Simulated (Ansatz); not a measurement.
GaAs in space group P4_2/mmc (No. 131; Ga on 2c, As on 2e) under volume change, r²SCAN (plane waves, PAW; program Ansatz), shape and atoms relaxed at each volume.

```
V (Å³/atom)  E − E(relaxed) (meV/atom)  P (GPa)
-----------  -------------------------  -------
21.471                            33.8     5.37
22.179                            14.4     3.47
22.887                             3.3     1.54
23.595                             0.0     0.00
24.303                             2.6    -1.07
25.011                             9.8    -2.17
25.718                            21.0    -2.91
```

### Question
What does a third-order Birch–Murnaghan fit give for V₀, B₀ and B′?

### Answer
V₀ = 23.65 Å³/atom, B₀ = 43.8 GPa, B′ = 5.2.

A made-up cell: these elements were put on the sites of a structure type; neither database checked (COD, Materials Project) lists it. It is not the phase usual at ambient conditions (space group No. 216). Symmetry was held in the r²SCAN relaxation; whether a distortion lowers the energy is not shown.

Potentials: the later of the program's two PAW sets.
